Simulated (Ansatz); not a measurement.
CaZrN2 in space group R-3m (No. 166; Ca on 3a, Zr on 3b, N on 6c), plane-wave PAW LDA (Ansatz code), all energies at zero smearing, with the estimated change up to a 700 eV cutoff added, with one set of potentials and settings (totals compare only within such a set). Cell of 4 atoms (1 Ca, 1 Zr, 2 N): -6604.782 eV.

```json
[
 {"element": "Ca", "reference phase": "Fm-3m, 1 atoms in the cell", "E (eV/atom)": "-1772.6031"},
 {"element": "Zr", "reference phase": "P6/mmm, 3 atoms in the cell", "E (eV/atom)": "-4077.4793"},
 {"element": "N", "reference phase": "P4_2/mnm, 4 atoms in the cell", "E (eV/atom)": "-373.6497"}
]
```

Formation energy per atom, worked out: (-6604.782 − 1×(-1772.6031) − 1×(-4077.4793) − 2×(-373.6497))/4 = -1.850 eV/atom (-178 kJ per mol of atoms), at 0 K, without zero-point energy or fitted corrections.

The workflow started from a Materials Project entry (that database holds measured and hypothetical structures alike); the Crystallography Open Database copy checked does not list it. Its standing as an ambient phase is unchecked. The cell was relaxed with LDA under the symmetry of its start; of distortions, only those at the zone centre were tested. The run is not spin-polarised. The references are the lowest solids computed at this level, not always the standard phases (solids in place of the gases).

Potentials: the later of the program's two PAW sets.
